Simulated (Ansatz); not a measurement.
Input file for Ansatz (an electronic-structure program):

Ansatz 0.2 input:
```yaml
crystal:
  lattice:
    - [8.8318114777, 0.0, 0.0]
    - [0.0, 8.8318114777, 0.0]
    - [0.0, 0.0, 4.9367095273]
  atoms:
    - { symbol: B, position: [0.3298338, 0.0860732639, 0.4048202096] }
    - { symbol: B, position: [0.4139267361, 0.8298338, 0.9048202096] }
    - { symbol: B, position: [0.6701662, 0.9139267361, 0.4048202096] }
    - { symbol: B, position: [0.5860732639, 0.1701662, 0.9048202096] }
    - { symbol: B, position: [0.3298338, 0.9139267361, 0.5951797904] }
    - { symbol: B, position: [0.4139267361, 0.1701662, 0.0951797904] }
    - { symbol: B, position: [0.6701662, 0.0860732639, 0.5951797904] }
    - { symbol: B, position: [0.5860732639, 0.8298338, 0.0951797904] }
    - { symbol: B, position: [0.1701662, 0.4139267361, 0.0951797904] }
    - { symbol: B, position: [0.0860732639, 0.6701662, 0.5951797904] }
    - { symbol: B, position: [0.8298338, 0.5860732639, 0.0951797904] }
    - { symbol: B, position: [0.9139267361, 0.3298338, 0.5951797904] }
    - { symbol: B, position: [0.1701662, 0.5860732639, 0.9048202096] }
    - { symbol: B, position: [0.0860732639, 0.3298338, 0.4048202096] }
    - { symbol: B, position: [0.8298338, 0.4139267361, 0.9048202096] }
    - { symbol: B, position: [0.9139267361, 0.6701662, 0.4048202096] }
    - { symbol: B, position: [0.2281574686, 0.0829463887, 0.0888468636] }
    - { symbol: B, position: [0.4170536113, 0.7281574686, 0.5888468636] }
    - { symbol: B, position: [0.7718425314, 0.9170536113, 0.0888468636] }
    - { symbol: B, position: [0.5829463887, 0.2718425314, 0.5888468636] }
    - { symbol: B, position: [0.2281574686, 0.9170536113, 0.9111531364] }
    - { symbol: B, position: [0.4170536113, 0.2718425314, 0.4111531364] }
    - { symbol: B, position: [0.7718425314, 0.0829463887, 0.9111531364] }
    - { symbol: B, position: [0.5829463887, 0.7281574686, 0.4111531364] }
    - { symbol: B, position: [0.2718425314, 0.4170536113, 0.4111531364] }
    - { symbol: B, position: [0.0829463887, 0.7718425314, 0.9111531364] }
    - { symbol: B, position: [0.7281574686, 0.5829463887, 0.4111531364] }
    - { symbol: B, position: [0.9170536113, 0.2281574686, 0.9111531364] }
    - { symbol: B, position: [0.2718425314, 0.5829463887, 0.5888468636] }
    - { symbol: B, position: [0.0829463887, 0.2281574686, 0.0888468636] }
    - { symbol: B, position: [0.7281574686, 0.4170536113, 0.5888468636] }
    - { symbol: B, position: [0.9170536113, 0.7718425314, 0.0888468636] }
    - { symbol: B, position: [0.1288745031, 0.1288745031, 0.3923630413] }
    - { symbol: B, position: [0.3711254969, 0.6288745031, 0.8923630413] }
    - { symbol: B, position: [0.8711254969, 0.8711254969, 0.3923630413] }
    - { symbol: B, position: [0.6288745031, 0.3711254969, 0.8923630413] }
    - { symbol: B, position: [0.1288745031, 0.8711254969, 0.6076369587] }
    - { symbol: B, position: [0.3711254969, 0.3711254969, 0.1076369587] }
    - { symbol: B, position: [0.8711254969, 0.1288745031, 0.6076369587] }
    - { symbol: B, position: [0.6288745031, 0.6288745031, 0.1076369587] }
    - { symbol: B, position: [0.2459036003, 0.2459036003, 0.5762548736] }
    - { symbol: B, position: [0.2540963997, 0.7459036003, 0.0762548736] }
    - { symbol: B, position: [0.7540963997, 0.7540963997, 0.5762548736] }
    - { symbol: B, position: [0.7459036003, 0.2540963997, 0.0762548736] }
    - { symbol: B, position: [0.2459036003, 0.7540963997, 0.4237451264] }
    - { symbol: B, position: [0.2540963997, 0.2540963997, 0.9237451264] }
    - { symbol: B, position: [0.7540963997, 0.2459036003, 0.4237451264] }
    - { symbol: B, position: [0.7459036003, 0.7459036003, 0.9237451264] }
    - { symbol: B, position: [0.0, 0.0, 0.5] }
    - { symbol: B, position: [0.5, 0.5, 0.0] }
kpoints:
  mp_grid: { grid: [5, 5, 8] }
hamiltonian:
  xc: r2scan
  pseudopotentials: { kind: paw }
scf:
  occupations: { method: gaussian, width: 0.05 }
checkpoint: { read: metal.run }
output: { bader: true, populations: true }
```

Output (shortened):

```
Pseudopotential: B, paw, valence charge 3
Functional definition: r2SCAN
Crystal: 50 atoms, lattice volume = 385.068 Å³
Basis set: ecut = 500 eV, 9743 PW (Γ), exchange–correlation on 288×288×160 points (64 copies of the dense FFT grid, shifted against one another)
Bands: 125, of which v1, the nominal top of the filled ones, is band 75 counted from 1 (74 counted from 0)
Symmetry: 16 space group operations
Space group: P42/nnm (ITA 134), of the structure as read, at distance tolerance 7.3e-5 Å
k-points: 30 of 200
Stability of the state it starts from, as read at its close in the unpolarized treatment …
iter 1 solved again at ethr=2.18e-7 eV; its pass at ethr=3.10e-3 eV (dr2=3.27e-4 eV) is discarded
SCF iter   1: F=—  HF=-7822.884547 eV  |F-HF|=—  |Δ(HF+E_count)|=         —  Δρ=7.35e-7  dr2=1.68e-9  dr2_τ=2.47e-11  ethr=2.18e-7  ⟨swp⟩=4.7  Hψ=36718  notcnv=0
preconditioner: auto → Kerker (q_TF=auto, 2.332 Å⁻¹)
SCF iter   2: F=-7822.884547 eV  HF=-7822.884547 eV  |F-HF|=1.17e-10  |Δ(HF+E_count)|=   2.14e-7  Δρ=2.85e-7  dr2=2.03e-10  dr2_τ=5.53e-11  ethr=1.12e-12  ⟨swp⟩=9.9  Hψ=18247  notcnv=0
SCF 1 converged in 2 iterations: F = -7822.884547 eV  dr2 = 2.03e-10
NSCF: frozen V_eff on 30 k-points, pencils in batches of 32, up to order 500
the band table was solved once the SCF had ended and its energy, with any forces and stress, was formed, with the checks that follow a solve (13846 …
SCF converged after 2 iterations
Free energy (F): -7822.884547 eV
Harris-Foulkes:  -7822.884547 eV  (|F-HF|=1.17e-10)
Internal energy: -7822.867982 eV  (E = F + TS)
E sigma→0 (E₀):  -7822.876265 eV
Entropy (-TS):   -0.016564 eV (-0.331 meV/atom)
Fermi energy:    6.816652 eV
--- Per-component energies (eV) ---
  E_band       = 216.716391
  E_kinetic    = 2447.978831
  E_local      = -1792.255119  (includes V_loc(G=0)·N_el)
  E_nonlocal   = 570.209050
  E_hartree    = 547.126662
  E_xc         = -1568.695074
  E_vxc        = -2061.040103  (∫ρ·V_xc dr)
  E_paw        = -4003.232247  (= ΣΔE_a)
  E_vpaw       = -140.320371  (= ΣTr[D̂ρ^β])
  E_aug_tail   = -0.000073  (compensation charges beyond the density's cutoff)
  E_vtau       = 97.890880  (kinetic-family band-sum trace: ∫τ·v_τ [+ j·A + Jᵃ·Aᵃ] dr)
  E_ewald      = -4023.077910
  E_core_change = -0.922103  (= ΣΔE_core)
  E_smearing   = -0.016564  (= −TS)
  E_closure    =  0.000000  (closes the sum)
  Σ components = -7822.884547   (vs F -7822.884547, Δ=0.00e0)
  [band-id]    e_kinetic+e_local+e_nonlocal+2·e_hartree+e_vxc+e_vpaw+e_augmentation_tail+e_vtau = 216.716420   (vs E_band 216.716391, Δ=2.82e-5)
--- Band table (eV; the first three rows and the last of 30) ---
  k-point 0: bands = ["-8.6731", "-8.1284", "-8.1284", "-7.6451", "-5.6722", "-5.2192", "-4.8906", "-4.8906", "-3.6933", "-3.2399", "-3.2399", "-3.1213", "-3.1213", "-2.9433", "-2.9358", "-2.7366", "-2.7327", "-1.3691", "-1.2028", "-1.0723", "-1.0723", …
  k-point 1: bands = ["-8.6174", "-8.0891", "-8.0891", "-7.6390", "-5.6098", "-5.1521", "-4.8300", "-4.8300", "-3.9965", "-3.5783", "-3.5783", "-3.2209", "-3.1784", "-3.1784", "-3.0914", "-3.0319", "-2.4803", "-1.1357", "-0.8785", "-0.7612", "-0.7612", …
  k-point 2: bands = ["-8.4571", "-7.9858", "-7.9858", "-7.6485", "-5.4300", "-4.9541", "-4.6594", "-4.6594", "-4.4635", "-4.1757", "-4.1757", "-3.8136", "-3.5610", "-3.3329", "-3.3329", "-3.3222", "-2.1686", "-0.9349", "-0.6213", "-0.6213", "-0.4862", …
  k-point 29: bands = ["-7.9394", "-7.8644", "-7.8504", "-7.8205", "-5.6031", "-5.2126", "-5.2007", "-5.0961", "-3.9912", "-3.8946", "-3.8738", "-3.8325", "-3.6674", "-3.4222", "-3.4139", "-3.3753", "-2.6750", "-1.5960", "-1.5468", "-1.5323", "-1.1827", …
--- Löwdin populations: 50 sites ---
  site symbol       q [e]
     0      B      2.9609
     1      B      2.9609
     2      B      2.9609
     3      B      2.9609
     4      B      2.9609
     5      B      2.9609
     6      B      2.9609
     7      B      2.9609
     8      B      2.9609
     9      B      2.9609
    10      B      2.9609
    11      B      2.9609
    12      B      2.9609
    13      B      2.9609
    14      B      2.9609
    15      B      2.9609
    16      B      2.9965
    17      B      2.9965
    18      B      2.9965
    19      B      2.9965
    20      B      2.9965
    21      B      2.9965
    22      B      2.9965
    23      B      2.9965
    24      B      2.9965
    25      B      2.9965
    26      B      2.9965
    27      B      2.9965
    28      B      2.9965
    29      B      2.9965
    30      B      2.9965
    31      B      2.9965
    32      B      2.9417
    33      B      2.9417
    34      B      2.9417
    35      B      2.9417
    36      B      2.9417
    37      B      2.9417
    38      B      2.9417
    39      B      2.9417
    40      B      3.0061
    41      B      3.0061
    42      B      3.0061
    43      B      3.0061
    44      B      3.0061
    45      B      3.0061
    46      B      3.0061
    47      B      3.0061
    48      B      3.0093
    49      B      3.0093
  spilling = 0.007202 (of n_electrons = 150.000000)
--- Bader charges: 50 sites ---
  site symbol  charge [e]  shift [e]
     0      B      0.1171     0.0004
     1      B      0.1171     0.0004
     2      B      0.1171     0.0004
     3      B      0.1171     0.0004
     4      B      0.1171     0.0004
     5      B      0.1171     0.0004
     6      B      0.1171     0.0004
     7      B      0.1171     0.0004
     8      B      0.1171     0.0004
     9      B      0.1171     0.0004
    10      B      0.1171     0.0004
    11      B      0.1171     0.0004
    12      B      0.1171     0.0004
    13      B      0.1171     0.0004
    14      B      0.1171     0.0004
    15      B      0.1171     0.0004
    16      B     -0.0130     0.0006
    17      B     -0.0131     0.0006
    18      B     -0.0131     0.0006
    19      B     -0.0131     0.0006
    20      B     -0.0130     0.0006
    21      B     -0.0131     0.0006
    22      B     -0.0131     0.0006
    23      B     -0.0131     0.0006
    24      B     -0.0131     0.0006
    25      B     -0.0131     0.0006
    26      B     -0.0131     0.0006
    27      B     -0.0131     0.0006
    28      B     -0.0131     0.0006
    29      B     -0.0131     0.0006
    30      B     -0.0131     0.0006
    31      B     -0.0131     0.0006
    32      B      0.0332     0.0006
    33      B      0.0332     0.0006
    34      B      0.0332     0.0006
    35      B      0.0332     0.0006
    36      B      0.0332     0.0006
    37      B      0.0332     0.0006
    38      B      0.0332     0.0006
    39      B      0.0332     0.0006
    40      B     -0.1157     0.0005
    41      B     -0.1157     0.0005
    42      B     -0.1157     0.0005
    43      B     -0.1157     0.0005
    44      B     -0.1157     0.0005
    45      B     -0.1157     0.0005
    46      B     -0.1158     0.0005
    47      B     -0.1157     0.0005
    48      B     -0.5018     0.0009
    49      B     -0.5018     0.0009
  shift: an alarm, by how much a part of what the PAW files miss would move the charge. Where it is large, compare
  with a run on PAW files of another source; a small one proves nothing
  estimated error of the sums over rays = 5.2e-4 e
  device         0  13.78 GiB
```

Space group P4_2/nnm. The workflow started from an entry of the Crystallography Open Database (COD), which files this formula under 2 space groups. It is not the phase usual at ambient conditions (space group No. 166). The cell was relaxed with r²SCAN under the symmetry of its start; its stability against distortions is not shown here.

Potentials: the later of the program's two PAW sets.

Ansatz is a plane-wave DFT program.
